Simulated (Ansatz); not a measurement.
CaSe (rock salt)

Space group Fm-3m (No. 225); a = 5.9347 Å, b = 5.9347 Å, c = 5.9347 Å, α = 90.00°, β = 90.00°, γ = 90.00°

| atom | site | symmetry | x | y | z |
|---|---|---|---|---|---|
| Ca | 4a | m-3m | 0.0000 | 0.0000 | 0.0000 |
| Se | 4b | m-3m | 0.5000 | 0.5000 | 0.5000 |
(The calculation used a cell of 2 atoms; values per cell refer to that cell.)

Equation-of-state scan: isotropic scaling of the cell above, V₀ being its volume. Symmetry pins the atoms to their sites.

Calculation: r2SCAN (plane waves to 500 eV, PAW, scalar-relativistic; Ansatz, a program for electronic structure). k mesh 10×10×10 (Γ-centred), Fermi-Dirac smearing 0.05 eV. The energy includes the smearing's −TS. Compression counts positive. CaSe was relaxed with its symmetry unable to fall. ΔE is measured from the relaxed starting cell.

```json
[
 {"V (Å³/atom)": "23.515", "ΔE (eV/atom)": "0.0506", "P (GPa)": "6.80"},
 {"V (Å³/atom)": "24.038", "ΔE (eV/atom)": "0.0312", "P (GPa)": "5.14"},
 {"V (Å³/atom)": "24.560", "ΔE (eV/atom)": "0.0169", "P (GPa)": "3.65"},
 {"V (Å³/atom)": "25.083", "ΔE (eV/atom)": "0.0073", "P (GPa)": "…"},
 {"V (Å³/atom)": "25.605", "ΔE (eV/atom)": "…", "P (GPa)": "1.09"},
 {"V (Å³/atom)": "26.128", "ΔE (eV/atom)": "0.0000", "P (GPa)": "0.00"},
 {"V (Å³/atom)": "26.650", "ΔE (eV/atom)": "…", "P (GPa)": "-0.99"},
 {"V (Å³/atom)": "27.173", "ΔE (eV/atom)": "0.0064", "P (GPa)": "…"},
 {"V (Å³/atom)": "27.696", "ΔE (eV/atom)": "…", "P (GPa)": "-2.69"},
 {"V (Å³/atom)": "28.218", "ΔE (eV/atom)": "0.0238", "P (GPa)": "-3.41"},
 {"V (Å³/atom)": "28.741", "ΔE (eV/atom)": "0.0360", "P (GPa)": "-4.07"}
]
```

Problem. Some entries are withheld; supply them.

Solution. 
- 25.083, P (GPa): 2.30
- 25.605, ΔE (eV/atom): 0.0017
- 26.650, ΔE (eV/atom): 0.0016
- 27.173, P (GPa): -1.88
- 27.696, ΔE (eV/atom): 0.0138

(Under strain, the slope of the energy per volume gives the stress and its curvature an elastic modulus.)
